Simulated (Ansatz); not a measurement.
Here is the system:

HfO2 (fluorite)

```xyz
6
Lattice="0.0000 5.0981 5.0981 2.5491 0.0000 2.5491 2.5491 2.5491 0.0000" Properties=species:S:1:pos:R:3 pbc="T T T"
Hf     0.0000     0.0000     0.0000
Hf     2.5491     2.5491     5.0981
O      1.2745     1.2745     1.2745
O      1.2745     3.8236     3.8236
O      3.8236     3.8236     3.8236
O      3.8236     6.3727     6.3727
```

The atoms are displaced by Q × the pattern below (from a DFPT mode at L = (0.5, 0.0, 0.0), largest move 1; Q in Å), at fixed cell. (q is in reciprocal vectors of the primitive cell; the cell shown is doubled to hold the pattern.)

```csv
atom,x,y,z
Hf1,-0.577,0.577,0.577
Hf2,0.577,-0.577,-0.577
O3,-0.353,0.353,0.353
O4,0.353,-0.353,-0.353
O5,0.353,-0.353,-0.353
O6,-0.353,0.353,0.353
```

All values below come from PBE (plane waves to 420 eV, PAW, scalar-relativistic; Ansatz, a program for electronic structure). k mesh 11×11×11 (Γ-centred), Fermi-Dirac smearing 0.05 eV. The energy includes the smearing's −TS. HfO2 is run without spin polarisation. HfO2 was relaxed with its symmetry unable to fall. Spin-orbit coupling is left out, though Hf is heavy. The PAW data are Ansatz's earlier set. This is a high-temperature form of HfO2. The zero of ΔE is the undisplaced structure.

The scan covers Q from -0.100 to 0.100 Å in 13 points.

Task: Which space group does the distorted structure have?

Result: R-3m (No. 166), lowered from Fm-3m.

Task: Is this a single well or a double well?

Result: A single well with its minimum at or next to zero displacement.

Task: What is the energy change at Q = 0.100 Å?

Result: 253.4 meV/cell.

Task: What harmonic wavenumber does the curvature at Q = 0 give?

Result: 183 cm⁻¹.

(A displaced cell: forces are minus the slopes of the energy, force constants its curvatures, and phonons follow from these.)
